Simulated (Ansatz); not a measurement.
## Sensitivity of the gradients in MgAu4Se4Cl4O12 to the input

Cell: a computed structure from the Materials Project (it need not be an observed phase), taken as it stands.

```xyz
25
Lattice="4.5677 0.0000 0.0000 -0.7289 9.8346 0.0000 -0.4365 -0.6865 11.2929" Properties=species:S:1:pos:R:3 pbc="T T T"
Mg   -0.1190    5.6562   10.5303
Se    0.2712    8.3103    8.5459
Se    2.9374    7.0426    1.3064
Se    0.4367    2.4281   10.4198
Se    3.1552    1.0396    3.0238
Au    3.8430    4.3637    6.7797
Au    4.4839    0.1953    0.0603
Au   -0.2916    3.9767    2.0501
Au    3.4967    9.4192    5.7713
Cl    2.6701    4.5641    3.5888
Cl    1.5584    4.7073    7.2754
Cl    2.9846    1.5230    6.0804
Cl    0.3108    7.5860    5.4864
O     1.0323   -0.5748   10.0467
O     1.2788    3.5071    0.7971
O    -0.4780    6.8789    9.0222
O     3.5974    1.3619   10.6852
O    -0.4334    3.7803    9.9075
O    -0.3657    8.1450    0.7097
O     1.7965    5.9605   11.1161
O    -0.0401    2.1220    2.8101
O     3.4881    9.1703    7.7823
O    -0.2869    5.8504    1.2532
O     2.9639    0.3201    1.4387
O     3.3908    9.5949    3.7334
```

Atoms are numbered from 1 in the order listed; like atoms form one site, named after its first atom.

Reference run. Method: Kohn–Sham DFT in Ansatz, PBE, plane waves and PAW, scalar-relativistic, 420 eV cutoff, Γ-centred 7×4×3 k-points, Fermi–Dirac smearing 0.05 eV.

Q: The input is changed as follows: `kpoints.mp_grid.grid`: [7, 4, 3] → [1, 1, 1]; `scf.max_iter`: not typed → 80. What happens to V_zz (10²¹ V/m²) and η?

A: 

```tsv
site	atom	V_zz reference	η reference	V_zz changed	η changed
Mg	1	2.00	0.71	2.06	0.46
Se2	2	-31.6	0.29	-31.3	0.28
Se3	3	-30.4	0.13	-27.2	0.14
Au6	6	-13.26	0.38	-66.4	0.04
Au7	7	-9.58	0.36	9.15	0.11
Au8	8	-12.54	0.71	-6.35	0.84
Au9	9	-12.04	0.99	-5.92	0.55
Cl10	10	29.1	0.06	31.9	0.26
Cl11	11	24.3	0.43	10.88	0.38
Cl13	13	27.9	0.07	28.6	0.31
O15	15	13.96	0.97	13.70	0.86
O20	20	13.42	0.06	13.60	0.37
O22	22	-15.28	0.88	-15.87	0.80
O23	23	14.11	0.95	-14.23	1.00
```

The largest change of V_zz along a kept axis is on Au6, from -13.26 to -66.4. Where |V_zz| stays above 0.1 and the axes keep their order, η moves most on Au6, from 0.38 to 0.04. On Au8 V_xx and V_yy change places (or their axes turn by over 50°), so the two values of η hide a larger change. On Cl11, O23, Au9, Au7 the largest principal value lies along another axis in the second run, so the two V_zz can't be compared directly. The table leaves out 11 of the 25 sites, with |V_zz| up to 32.87; their tensors move by 5.53 at most along any direction. The statements above cover all sites. At these positions the changed run has forces up to 1.6 eV/Å, so its atoms aren't at their own equilibrium. SCF iterations: 12 and 12. The changed input holds the Γ point alone as its k-mesh, so its numbers aren't properties of the crystal.

On the reference run: The largest force is 0.3 eV/Å, so the atoms aren't at the calculated equilibrium and relaxing them would move these values. Spin–orbit coupling is left out, which shifts gradients on Au by a few per cent in wide-gap crystals, and can shift them far more where the calculated gap is small or absent, as here.
